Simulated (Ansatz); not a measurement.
**Structures of Sr3Ru: which is lowest?**

Plane-wave DFT in Ansatz with scalar-relativistic PAW potentials, cutoff 420 eV, Γ-centred meshes chosen by cell and gap, Gaussian smearing with energies taken to zero width. Every cell was relaxed (cell and atoms) in a run of its own, within the symmetry of its start. Functional: PBE.

Relaxed structures (starts from databases or built by putting these elements on another compound's sites):
A. P6_3/mmc, 8 atoms in the computed cell, a = 9.100 Å, c = 4.386 Å; sites (symmetry × multiplicity) Sr mm2 × 6, Ru -6m2 × 2; start: built
B. Pm-3m, 4 atoms in the computed cell, a = 5.072 Å; sites (symmetry × multiplicity) Sr 4/mm.m × 3, Ru m-3m × 1; start: built

Problem. Rank them by energy. Could pressure change the order?

Solution.
| structure | group | E − E(lowest) (meV/atom) | V (Å³/atom) | gap on mesh (eV) |
| --- | --- | --- | --- | --- |
| A | P6_3/mmc | 0.0 | 39.32 | 0.00 |
| B | Pm-3m | 119 | 32.63 | 0.00 |

A is lowest, 119 meV/atom under B. B is denser by 6.69 Å³/atom, so pressure favours it: ΔE/ΔV, with ΔE in eV and 1 eV/Å³ = 160.2 GPa, gives about 2.8 GPa for equal enthalpy if both cells were rigid, a rough figure since the two compress differently. Other structures may lie lower than all of these, and vibrations aren't counted.